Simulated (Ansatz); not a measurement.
RbH:
```yaml
crystal:
  lattice:
    - [0.00000, 2.96278, 2.96278]
    - [2.96278, 0.00000, 2.96278]
    - [2.96278, 2.96278, 0.00000]
  atoms:
    - { symbol: Rb, position: [0.50000, 0.50000, 0.50000] }
    - { symbol: H, position: [0.00000, 0.00000, 0.00000] }
```

DFT-PBEsol in the program Ansatz with PAW potentials gives a gap of 2.69 eV without spin–orbit coupling, maximum at L, minimum at L.

Problem. What happens when spin–orbit coupling is switched on?

Solution. The gap hardly moves, to 2.69 eV; maximum at L, minimum at L.

Problem. Give the electron effective mass with spin–orbit coupling.

Solution. 0.31, 0.60, 0.60 mₑ (principal values).

Problem. Give the hole effective mass with spin–orbit coupling.

Solution. 0.40, 1.7, 1.7 mₑ (principal values).

Space group Fm-3m (rock salt). The workflow started from a Materials Project entry (that database holds measured and hypothetical structures alike); the Crystallography Open Database files this formula in space group No. 225, but the cells were not matched. Its standing as an ambient phase is unchecked. The PBEsol relaxation kept the symmetry of its start; whether a distortion lowers the energy is not shown.

Potentials: the later of the program's two PAW sets.
